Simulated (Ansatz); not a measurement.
Data:

La$_{2}$O$_{3}$:
Space group P-3m1 (No. 164); a = b = 3.9060 Å, c = 6.0403 Å, α = β = 90.00°, γ = 120.00°

```tsv
atom	site	symmetry	x	y	z
La	2d	3m.	0.3333	0.6667	0.2454
O	1a	-3m.	0.0000	0.0000	0.0000
O	2d	3m.	0.6667	0.3333	0.3540
```

This is the PBEsol-relaxed structure.

Q: All from DFT-PBEsol in the program Ansatz with PAW potentials, unless another level is named. Estimate the smallest direct gap on the standard path.

A: 3.86 eV.

Q: What about the band gap?

A: 3.77 eV (indirect).

Q: Predict the HSE06 gap on the PBEsol cell.

A: 5.29 eV.

Q: What about the conduction-band minimum?

A: at K (2 equivalent valleys).

Q: Predict the weight of the conduction-edge state by species (Voronoi cells).

A: La 50 %, O 50 %.

Q: Predict the weight of the valence-edge state by species (Voronoi cells).

A: O 90 %, La 10 %.

The PBEsol relaxation kept the symmetry of its start. Scalar-relativistic: spin–orbit coupling is off unless named, which matters more the heavier the elements.

Potentials: the later of the program's two PAW sets.
